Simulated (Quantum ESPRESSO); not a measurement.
Ca2MgZnO4 (made-up cell) (calculated)

All values are calculated (Quantum ESPRESSO 7.5). Calculation on a made-up crystal cell, not a measurement: periodic Kohn-Sham density functional theory in plane waves with PseudoDojo standard norm-conserving scalar-relativistic pseudopotentials, each functional with its own files (v0.5 for PBE, v0.4.1 for LDA and PBEsol), no spin polarisation, no spin-orbit coupling, atoms not relaxed, stress positive in tension, energies less a fixed whole-eV offset for each atom's element; levels are Kohn-Sham levels at fractions of this cell's reciprocal vectors, counted from the reference band (half the neutral cell's valence electrons, rounded up) at Gamma; error bars cover cutoff and k-mesh only, not smearing or the files; added strain carries the atoms with the cell, and shear is the tensor component; each bar is the largest change over components, and at least 0.002 eV, 0.002 eV per angstrom or 0.02 GPa; energies are for the whole cell, and the offsets were chosen from early runs and are not element reference energies.

```json
{"formula": "Ca2MgZnO4", "kind": "made-up cell", "unstrained_structure": {"cell_angstrom": [[4.5195, 0.0271, -0.0182], [0.0271, 4.575, 0.0237], [-0.0182, 0.0237, 4.6887]], "atoms_fractional": [["Mg", -0.04642, 0.0084, -0.00393], ["Ca", 0.00942, 0.52816, 0.49844], ["Ca", 0.52934, -0.03033, 0.52306], ["Zn", 0.4888, 0.48795, 0.00346], ["O", 0.50418, -0.00143, -0.03913], ["O", 0.50121, 0.48671, 0.49465], ["O", 0.97917, -0.00248, 0.51521], ["O", 1.00886, 0.52909, 0.05369]]}, "given": {"lattice_type": "rocksalt", "functional": "pbe", "cutoff [eV]": 1143, "fermi_dirac_smearing [eV]": 0.025, "scf_tolerance [eV]": 1e-07, "electrons_removed": 0, "added_strain_kind": "uniform", "added_strain": 0.0196, "k_mesh": "4 x 4 x 4, shifted by half a step", "structure_shown": "before the added strain of 0.0196", "atom_site": [1, 2, 3, 4, 5, 6, 7, 8], "atom_energy_offset [eV]": [-1617, -1055, -1055, -5687, -452, -452, -452, -452]}, "results": {"stress_yz [GPa]": null, "pressure [GPa]": null}}
```

**Q.** Ca2MgZnO4 (made-up cell): stress yz?
**A.** 0.6154 GPa

**Q.** Give the missing pressure for Ca2MgZnO4 (made-up cell).
**A.** -0.7575 GPa

Further results for Ca2MgZnO4 (made-up cell):

| Quantity | Value |
| --- | --- |
| free energy less offsets | 1.596 eV |
| smearing term minus ts | 0 eV |
| scf iterations | 12 |
| stress xx | -2.084 GPa |
| stress yy | 3.563 GPa |
| stress zz | 0.7941 GPa |
| stress xz | -0.4171 GPa |
| stress xy | 1.061 GPa |
| error bar energy | 0.002 eV |
| error bar stress | 0.03206 GPa |
| error bar force | 0.006842 eV/Å |
| error bars from | tighter rerun of a related cell |

Forces:
```tsv
site	x (eV/Å)	y (eV/Å)	z (eV/Å)
1	0.8574	-0.1858	0.1449
2	0.06828	-1.634	1.106
3	-2.418	1.169	-1.793
4	-0.2755	-0.06221	0.3044
5	0.09478	0.3396	2.165
6	0.2161	-0.1088	0.1082
7	1.541	0.7432	0.1803
8	-0.08497	-0.2609	-2.216
```
